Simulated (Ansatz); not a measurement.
This run works on a generated trial structure, not on a known crystal.

Input and command of a plane-wave DFT calculation in Ansatz:

```yaml
crystal:
  lattice:
    - [2.08923262, -2.18995299, 0.0]
    - [2.08923262, 2.18995299, 0.0]
    - [0.0, 0.0, 5.87438465]
  atoms:
    - { symbol: Pb, position: [0.5, 0.5, 0.0] }
    - { symbol: C, position: [0.0, 0.0, 0.5] }
basis:
  ecutwfc: 420
kpoints:
  mp_grid: { grid: [6, 6, 4] }
hamiltonian:
  xc: pbe
scf:
  occupations: { method: gaussian, width: 0.2 }
  lower_state_search: "off"
output:
  forces: true
  stress: true
  eigenvalues: true
relax:
  adjacent_minimum: "off"
  f_tol: 0.08
  max_steps: 16
  cell: { stress_tol: 0.8 }
```

```bash
ansatz run input.yaml --threads 1 --pin off --max-ram 2560MiB --backend cpu --events-out ev --progress --plain --runs-dir out
```

Processor: Intel(R) Xeon(R) Processor @ 2.50GHz (Skylake/Cascade Lake), 1 thread, on a host shared with other jobs.

Problem. Estimate time, memory and problem size.

Solution. About 64 s, peak memory 0.36 GiB. It solves 13 bands at 39 k points (after reduction by symmetry) with about 709 plane waves (on the last cell), in 73 SCF iterations over 12 ionic steps.
